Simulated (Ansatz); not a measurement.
TiCuGe:
```yaml
crystal:
  lattice:
    - [6.25936, 0.00000, 0.00000]
    - [0.00000, 3.80295, 0.00000]
    - [0.00000, 0.00000, 7.24222]
  atoms:
    - { symbol: Ti, position: [0.02110, 0.25000, 0.18559] }
    - { symbol: Ti, position: [0.97890, 0.75000, 0.81441] }
    - { symbol: Ti, position: [0.47890, 0.75000, 0.68559] }
    - { symbol: Ti, position: [0.52110, 0.25000, 0.31441] }
    - { symbol: Cu, position: [0.15274, 0.25000, 0.56738] }
    - { symbol: Cu, position: [0.84726, 0.75000, 0.43262] }
    - { symbol: Cu, position: [0.34726, 0.75000, 0.06738] }
    - { symbol: Cu, position: [0.65274, 0.25000, 0.93262] }
    - { symbol: Ge, position: [0.76289, 0.25000, 0.61627] }
    - { symbol: Ge, position: [0.23711, 0.75000, 0.38373] }
    - { symbol: Ge, position: [0.73711, 0.75000, 0.11627] }
    - { symbol: Ge, position: [0.26289, 0.25000, 0.88373] }
```

Relaxed with r²SCAN.

Task: Which orbitals make up the states near the Fermi level in plane-wave PAW r²SCAN (Ansatz code)?

Result: Within 0.5 eV of the Fermi level: Ti 3d 78 %, Cu 3d 7 %, Ge 4p 6 %, outside the projected shells 6 %. Projections are on Löwdin-orthogonalised atomic valence shells; empty p or d shells of many metals are not among them.

Task: Tabulate the density of states.

Result: States/eV per cell of 12 atoms, in 0.25 eV bins, energy from the Fermi level.

| E (eV) | total | Cu 3d | Ti 3d | Ge 4p |
|---|---|---|---|---|
| -7.85 | 0.00 | 0.00 | 0.00 | 0.00 |
| -7.60 | 0.00 | 0.00 | 0.00 | 0.00 |
| -7.35 | 0.00 | 0.00 | 0.00 | 0.00 |
| -7.10 | 0.00 | 0.00 | 0.00 | 0.00 |
| -6.85 | 0.00 | 0.00 | 0.00 | 0.00 |
| -6.60 | 1.45 | 0.14 | 0.14 | 0.70 |
| -6.35 | 4.60 | 0.58 | 0.45 | 2.19 |
| -6.10 | 6.53 | 1.17 | 0.66 | 2.95 |
| -5.85 | 5.60 | 1.46 | 0.53 | 2.31 |
| -5.60 | 6.13 | 2.17 | 0.50 | 2.26 |
| -5.35 | 4.83 | 2.16 | 0.36 | 1.56 |
| -5.10 | 4.91 | 2.69 | 0.33 | 1.38 |
| -4.85 | 11.02 | 7.03 | 0.60 | 2.67 |
| -4.60 | 19.45 | 13.87 | 0.96 | 3.91 |
| -4.35 | 17.65 | 13.67 | 0.74 | 2.81 |
| -4.10 | 27.76 | 24.24 | 1.07 | 1.92 |
| -3.85 | 27.15 | 24.12 | 0.86 | 1.48 |
| -3.60 | 26.89 | 23.86 | 1.06 | 0.95 |
| -3.35 | 16.43 | 13.18 | 0.87 | 1.37 |
| -3.10 | 8.19 | 4.94 | 0.92 | 1.54 |
| -2.85 | 7.61 | 3.31 | 1.27 | 2.19 |
| -2.60 | 7.41 | 2.56 | 1.58 | 2.50 |
| -2.35 | 6.63 | 1.87 | 1.68 | 2.41 |
| -2.10 | 6.84 | 1.62 | 2.01 | 2.57 |
| -1.85 | 7.20 | 1.49 | 2.44 | 2.72 |
| -1.60 | 10.09 | 2.20 | 3.55 | 3.71 |
| -1.35 | 8.46 | 1.68 | 3.65 | 2.66 |
| -1.10 | 6.65 | 1.04 | 3.48 | 1.72 |
| -0.85 | 5.01 | 0.69 | 2.99 | 1.04 |
| -0.60 | 3.44 | 0.36 | 2.42 | 0.35 |
| -0.35 | 7.11 | 0.59 | 5.41 | 0.49 |
| -0.10 | 7.75 | 0.57 | 6.06 | 0.50 |
| 0.15 | 6.17 | 0.44 | 4.81 | 0.39 |
| 0.40 | 7.76 | 0.49 | 6.24 | 0.42 |
| 0.65 | 4.90 | 0.25 | 4.14 | 0.21 |
| 0.90 | 7.39 | 0.31 | 6.33 | 0.30 |
| 1.15 | 15.57 | 0.44 | 13.68 | 0.56 |
| 1.40 | 11.88 | 0.25 | 10.47 | 0.49 |
| 1.65 | 9.04 | 0.21 | 7.91 | 0.48 |
| 1.90 | 10.21 | 0.22 | 8.96 | 0.59 |
| 2.15 | 7.08 | 0.19 | 5.18 | 1.05 |
| 2.40 | 7.00 | 0.17 | 4.98 | 1.05 |
| 2.65 | 10.75 | 0.27 | 7.25 | 1.77 |
| 2.90 | 10.70 | 0.26 | 6.61 | 2.13 |
| 3.15 | 4.57 | 0.09 | 2.55 | 1.04 |
| 3.40 | 7.72 | 0.14 | 3.97 | 1.93 |
| 3.65 | 6.86 | 0.13 | 3.14 | 1.96 |
| 3.90 | 7.72 | 0.16 | 3.20 | 2.65 |
| 4.15 | 6.00 | 0.13 | 2.31 | 2.30 |
| 4.40 | 2.41 | 0.05 | 0.74 | 0.71 |
| 4.65 | 2.57 | 0.04 | 0.53 | 0.45 |

Space group Pnma. The workflow started from a Materials Project entry (that database holds measured and hypothetical structures alike); the Crystallography Open Database copy checked does not list it. Its standing as an ambient phase is unchecked. The r²SCAN relaxation kept the symmetry of its start; its stability against distortions is not shown here. The run is not spin-polarised. Spin–orbit coupling is left out wherever it is not named.

Potentials: the later of the program's two PAW sets.
